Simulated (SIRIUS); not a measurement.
Band structure of InBi (F-43m, 2 atoms in the cell; from Materials Project mp-1001833).

```yaml
crystal:
  lattice:
    - [0.00000, 3.38354, 3.38354]
    - [3.38354, 0.00000, 3.38354]
    - [3.38354, 3.38354, 0.00000]
  atoms:
    - { symbol: In, position: [0.00000, 0.00000, 0.00000] }
    - { symbol: Bi, position: [0.25000, 0.25000, 0.25000] }
```

Method: PBEsol, FP-LAPW (LAPW with two local orbitals a valence shell; core below -3 Ha), all-electron full potential with ZORA scalar-relativistic valence and Dirac core in SIRIUS 7.12.0.

Settings: parameters.ngridk = 10 10 10; basis = LAPW with two local orbitals a valence shell, core below -3 Ha; unit_cell.atom_type_rmt = {In: 2.4, Bi: 2.4} bohr; parameters.xc_functionals = [XC_GGA_X_PBE_SOL, XC_GGA_C_PBE_SOL]; parameters.aw_cutoff = 7; parameters.pw_cutoff = 20 1/bohr; parameters.smearing = cold; parameters.smearing_width = 0.00183747 Ha; parameters.electronic_structure_method = full_potential_lapwlo; parameters.lmax_apw = 8; parameters.lmax_rho = 8; parameters.lmax_pot = 8; parameters.auto_rmt = 0; parameters.num_fv_states = 29.

Spin-orbit coupling is left out, which matters for bands and gaps with elements this heavy. The structure comes from a collection of computed structures, made at another level of theory; the collection holds predicted forms beside known ones. Values depend on the basis (sphere radii, cutoffs, local orbitals), which need not be converged.

Points are given in units of this cell's reciprocal vectors. Levels in eV from the Fermi level, bands 14 to 21:
```csv
point,14,15,16,17,18,19,20,21
Γ (0 0 0),-11.45,-1.85,0.12,0.12,0.12,2.95,2.95,2.95
X (0.5 0 0.5),-10.24,-5.61,-1.96,-1.96,1.21,1.33,7.56,7.56
W (0.5 0.25 0.75),-10.22,-5.51,-2.51,-2.35,3.24,3.47,4.02,4.84
K (0.375 0.375 0.75),-10.26,-5.51,-2.73,-1.65,1.46,3.46,5.61,6.15
L (0.5 0.5 0.5),-10.57,-5.37,-0.82,-0.82,-0.10,3.81,3.81,5.78
U (0.625 0.25 0.625),-10.26,-5.51,-2.73,-1.65,1.46,3.46,5.61,6.15
```

3 bands cross the Fermi level along this path, so the cell has no gap at this level.
